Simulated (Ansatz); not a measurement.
Relaxation of a generated cell, CoSi2 placed in the C49 structure type; 6 atoms in the cell, which starts as Cmcm (No. 63), oS12; a = 3.480 Å, b = 13.734 Å, c = 3.424 Å, α = 90.00°, β = 90.00°, γ = 90.00°. All values below come from r2SCAN (plane waves to 500 eV, PAW, scalar-relativistic; Ansatz, a program for electronic structure). Γ-centred k-mesh 7×7×7 on the run's cell (coarser than for final values), Fermi–Dirac smearing 0.05 eV. This is the first round of the run. Spin-polarised start, with parallel moments on Co.

The optimiser's lines from the output (shortened; P is positive under compression):

```
relax step   1: F+E_penalty+E_count = -12817.11317553 eV  Δ(F+E_penalty+E_count) = +0.000e0 eV  max|allowed force component| = 9.931e-1 eV/Å  Δτ_max = 0.0000 Å  P = -8.458 GPa  Ω = 81.831 Å³  (19 SCF iters, dr2 threshold 1.00e-7 eV, accepted)
relax step   2: F+E_penalty+E_count = -12817.68441473 eV  Δ(F+E_penalty+E_count) = -5.712e-1 eV  max|allowed force component| = 1.056e0 eV/Å  Δτ_max = 0.0386 Å  P = -6.222 GPa  Ω = 77.683 Å³  (14 SCF iters, dr2 threshold 6.00e-7 eV, accepted)
relax step   3: F+E_penalty+E_count = -12818.20553853 eV  Δ(F+E_penalty+E_count) = -5.211e-1 eV  max|allowed force component| = 7.510e-1 eV/Å  Δτ_max = 0.0561 Å  P = -2.473 GPa  Ω = 74.023 Å³  (14 SCF iters, dr2 threshold 6.00e-7 eV, accepted)
relax step   4: F+E_penalty+E_count = -12818.50843430 eV  Δ(F+E_penalty+E_count) = -3.029e-1 eV  max|allowed force component| = 1.262e-1 eV/Å  Δτ_max = 0.0584 Å  P = +1.907 GPa  Ω = 71.441 Å³  (13 SCF iters, dr2 threshold 6.00e-7 eV, accepted)
relax step   5: F+E_penalty+E_count = -12818.56209740 eV  Δ(F+E_penalty+E_count) = -5.366e-2 eV  max|allowed force component| = 3.047e-1 eV/Å  Δτ_max = 0.0656 Å  P = +3.143 GPa  Ω = 69.593 Å³  (13 SCF iters, dr2 threshold 6.00e-7 eV, accepted)
relax step   6: F+E_penalty+E_count = -12818.58146376 eV  Δ(F+E_penalty+E_count) = -1.937e-2 eV  max|allowed force component| = 1.230e-1 eV/Å  Δτ_max = 0.0398 Å  P = +1.707 GPa  Ω = 69.733 Å³  (13 SCF iters, dr2 threshold 6.00e-7 eV, accepted)
relax step   7: F+E_penalty+E_count = -12818.59212640 eV  Δ(F+E_penalty+E_count) = -1.066e-2 eV  max|allowed force component| = 2.336e-2 eV/Å  Δτ_max = 0.0263 Å  P = -0.235 GPa  Ω = 70.321 Å³  (13 SCF iters, dr2 threshold 6.00e-7 eV, accepted)
relax step   8: F+E_penalty+E_count = -12818.59408674 eV  Δ(F+E_penalty+E_count) = -1.960e-3 eV  max|allowed force component| = 2.438e-2 eV/Å  Δτ_max = 0.0189 Å  P = +0.100 GPa  Ω = 70.054 Å³  (10 SCF iters, dr2 threshold 6.00e-7 eV, accepted)
relax step   9: F+E_penalty+E_count = -12818.59539935 eV  Δ(F+E_penalty+E_count) = -1.313e-3 eV  max|allowed force component| = 9.836e-2 eV/Å  Δτ_max = 0.0290 Å  P = +0.137 GPa  Ω = 69.824 Å³  (10 SCF iters, dr2 threshold 6.00e-7 eV, accepted)
relax step  10: F+E_penalty+E_count = -12818.59682722 eV  Δ(F+E_penalty+E_count) = -1.428e-3 eV  max|allowed force component| = 7.822e-2 eV/Å  Δτ_max = 0.0047 Å  P = +0.101 GPa  Ω = 69.800 Å³  (10 SCF iters, dr2 threshold 6.00e-7 eV, accepted)
relax step  11: F+E_penalty+E_count = -12818.59676019 eV  Δ(F+E_penalty+E_count) = +6.702e-5 eV  max|allowed force component| = 7.422e-2 eV/Å  Δτ_max = 0.0117 Å  P = +0.271 GPa  Ω = 69.653 Å³  (12 SCF iters, dr2 threshold 5.20e-7 eV, rejected (line search))
relax step  12: F+E_penalty+E_count = -12818.59801087 eV  Δ(F+E_penalty+E_count) = -1.184e-3 eV  max|allowed force component| = 1.516e-2 eV/Å  Δτ_max = 0.0126 Å  P = -0.096 GPa  Ω = 69.912 Å³  (17 SCF iters, accepted)
relax step  13: F+E_penalty+E_count = -12818.59822949 eV  Δ(F+E_penalty+E_count) = -2.186e-4 eV  max|allowed force component| = 6.349e-3 eV/Å  Δτ_max = 0.0065 Å  P = +0.114 GPa  Ω = 69.830 Å³  (11 SCF iters, dr2 threshold 7.03e-8 eV, accepted)
relax step  14: F+E_penalty+E_count = -12818.59822508 eV  Δ(F+E_penalty+E_count) = +4.418e-6 eV  max|allowed force component| = 2.022e-3 eV/Å  Δτ_max = 0.0028 Å  P = -0.004 GPa  Ω = 69.905 Å³  (8 SCF iters, dr2 threshold 7.97e-8 eV, accepted)
relax step  15: F+E_penalty+E_count = -12818.59823465 eV  Δ(F+E_penalty+E_count) = -9.576e-6 eV  max|allowed force component| = 2.190e-3 eV/Å  Δτ_max = 0.0009 Å  P = -0.015 GPa  Ω = 69.902 Å³  (9 SCF iters, dr2 threshold 1.08e-8 eV, accepted)
relax step  16: F+E_penalty+E_count = -12818.59824463 eV  Δ(F+E_penalty+E_count) = -9.974e-6 eV  max|allowed force component| = 4.431e-4 eV/Å  Δτ_max = 0.0005 Å  P = +0.011 GPa  Ω = 69.886 Å³  (9 SCF iters, dr2 threshold 4.73e-9 eV, accepted)
relax step  17: F+E_penalty+E_count = -12818.59750082 eV  Δ(F+E_penalty+E_count) = +7.438e-4 eV  max|allowed force component| = 6.176e-4 eV/Å  Δτ_max = 0.0000 Å  P = -0.003 GPa  Ω = 69.886 Å³  stress off target by 2.90e-2 GPa  SCF on the basis re-selected at this cell (its energy is not comparable with the rows above)  (15 SCF iters)
relax step  18: F+E_penalty+E_count = -12818.59751110 eV  Δ(F+E_penalty+E_count) = -1.028e-5 eV  max|allowed force component| = 9.495e-4 eV/Å  Δτ_max = 0.0005 Å  P = +0.011 GPa  Ω = 69.875 Å³  (11 SCF iters, dr2 threshold 2.10e-9 eV, accepted)
relax step  19: F+E_penalty+E_count = -12818.59750784 eV  Δ(F+E_penalty+E_count) = +3.265e-6 eV  max|allowed force component| = 9.502e-4 eV/Å  Δτ_max = 0.0000 Å  P = +0.011 GPa  Ω = 69.875 Å³  stress off target by 1.19e-2 GPa  SCF on the basis re-selected at this cell (its energy is not comparable with the rows above)  (17 SCF iters)
```

From the first to the last row the energy changes by -0.25 eV/atom and the volume by -14.6 %. The last row is marked as not comparable with the walk above it, whose basis was carried along; it does compare with step 1, since both stand on a basis selected at the nominal cutoff for their own cell.

Step 11 was rejected by the optimiser.

Later rounds, restarted from the end of this one on a renewed k-mesh, logged 16 more steps and released under 0.01 eV/atom more. The final structure after all rounds: Cmcm (No. 63), oS12; a = 3.381 Å, b = 11.002 Å, c = 3.757 Å, α = β = γ = 90.00°. Between re-selections the logged energies stand on a plane-wave basis carried along with the cell. Spin state reached: ferromagnetic (net 0.23 μB/atom), from parallel starting moments; other spin orders were not run from this start. r2SCAN tends to overstate moments in metals.

The run could not lose the symmetry of its start, so the end can be a saddle point.

The relaxed structure here is a generated cell of CoSi2: the first start was made by placing the elements on the sites of a structure type, and the end was not matched to a known phase here, so it may be hypothetical. Known forms of CoSi2 include space group No. 225.
